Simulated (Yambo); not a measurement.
MoF$_{6}$ (space group Im-3m, No. 229), G0W0@LDA (Yambo, plasmon pole, terminator in G, 2×2×2 mesh): gap Γ → N in eV by bands and screening block.

```
bands (W and G)  2 Ry  3 Ry  4 Ry  6 Ry  7 Ry
---------------  ----  ----  ----  ----  ----
51               9.85  9.51  9.29  9.17     ?
75               9.69  9.30  9.05     ?  8.86
107              9.67  9.20  8.96  8.85  8.78
147              9.62  9.20     ?  8.76  8.70
187              9.64  9.14  8.87  8.71  8.66
```

Problem. Estimate the withheld gaps from their neighbours; the computed values follow.

Solution. 
- 51, 7 Ry: 9.10
- 75, 6 Ry: 8.92
- 147, 4 Ry: 8.90

The largest settings aren't shown to be the converged limit.

Spin-orbit coupling is not included.

Geometry of the Materials Project entry, not relaxed at this level; primitive cell a = 5.486 Å, b = 5.486 Å, c = 5.486 Å, α = 109.47°, β = 109.47°, γ = 109.47°.

The structure is a Materials Project entry; no match was found in the copy of COD used, and its stability was not checked.
